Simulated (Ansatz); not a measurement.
One crystal and one scan (energy against volume) at two levels, PBE (plane waves to 420 eV, PAW, scalar-relativistic; Ansatz, an electronic-structure program) and PBEsol (plane waves to 420 eV, PAW, scalar-relativistic; Ansatz), each from its own relaxed cell and on its own mesh. The cell shown is that of PBE.

CdSe (zinc blende)

```
CdSe
1.0
    0.00000     3.09814     3.09814
    3.09814     0.00000     3.09814
    3.09814     3.09814     0.00000
Se Cd
1 1
Direct
  0.75000   0.75000   0.75000
  0.00000   0.00000   0.00000
```

This relaxed cell (volume V₀) is scaled evenly in all directions, its shape held. Symmetry pins the atoms to their sites.

The energy includes the smearing's −TS. CdSe was relaxed with its symmetry unable to fall. Percentages come from the unrounded values. Both scans cover V/V₀ from 0.840 to 1.160.

Results of PBE:

| Item | Result |
|---|---|
| Lattice constant a (Å) | 6.196 |
| Pressure at the smallest volume (GPa) | 11.7 |
| Energy cost of the largest compression (meV/atom) | 147.5 |
| Energy cost of the largest expansion (meV/atom) | 80.3 |
| Bulk modulus B₀ (third-order Birch-Murnaghan fit) (GPa) | 44.7 |
| Pressure for 5 % compression (fit) (GPa) | 2.6 |

**Question.** What does PBEsol give for the same quantities?

**Answer.** 
```csv
quantity,PBEsol,PBE − PBEsol
Lattice constant a (Å),6.082,+0.114 (+1.9 %)
Pressure at the smallest volume (GPa),13.7,-2.0 (-14 %)
Energy cost of the largest compression (meV/atom),162.6,-15.1 (-9.3 %)
Energy cost of the largest expansion (meV/atom),88.2,-7.9 (-9.0 %)
Bulk modulus B₀ (third-order Birch-Murnaghan fit) (GPa),52.0,-7.3 (-14 %)
Pressure for 5 % compression (fit) (GPa),3.0,-0.4 (-14 %)
```

PBE gives the higher value for: lattice constant a. PBE gives the lower value for: pressure at the smallest volume; energy cost of the largest compression; energy cost of the largest expansion; bulk modulus B₀; pressure for 5 % compression. For the lattice constant a the reference is 6.077 Å (measured, room temperature or unstated; as given in arXiv:1206.3780): it holds thermal shifts, so no verdict is drawn. 

(A scan under strain: stresses follow from slopes of the energy per volume, elastic moduli from its curvatures.)
